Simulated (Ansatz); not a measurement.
Values for one crystal, relaxed and computed with the program Ansatz at the r²SCAN level (PAW); other levels are named.

| Quantity | Result |
|---|---|
| Volume per atom | 28.43 Å³ |
| Electronic character | metallic (no gap) |
| Density of states at the Fermi level | 1.5 states/eV per atom (mean over ±0.08 eV) |
| Bulk modulus (Birch–Murnaghan fit) | 56.6 GPa |
| Formation energy from the elements (no fitted shifts) | -0.51 eV/atom |
| Pressure derivative B′ | 3.8 |

### Question
Pick the material that matches.
A) YHg, CsCl type
B) In3Pd2, La2O3 or Ni2Al3 type
C) Y2In, P6_3/mmc (Y on 2d, In on 2c, Y on 2a)
D) YZn5, P6/mmm (Y on 1a, Zn on 3g, Zn on 2c)

### Answer
C, Y2In, P6_3/mmc (Y on 2d, In on 2c, Y on 2a)

The workflow started from an entry of the Crystallography Open Database (COD). Its standing as an ambient phase is unchecked. The cell was relaxed with r²SCAN under the symmetry of its start; whether a distortion lowers the energy is not shown. The run is not spin-polarised. The references are the lowest solids computed at this level, not always the standard phases. Scalar-relativistic: spin–orbit coupling is off unless named, which matters more the heavier the elements.

Potentials: the later of the program's two PAW sets.
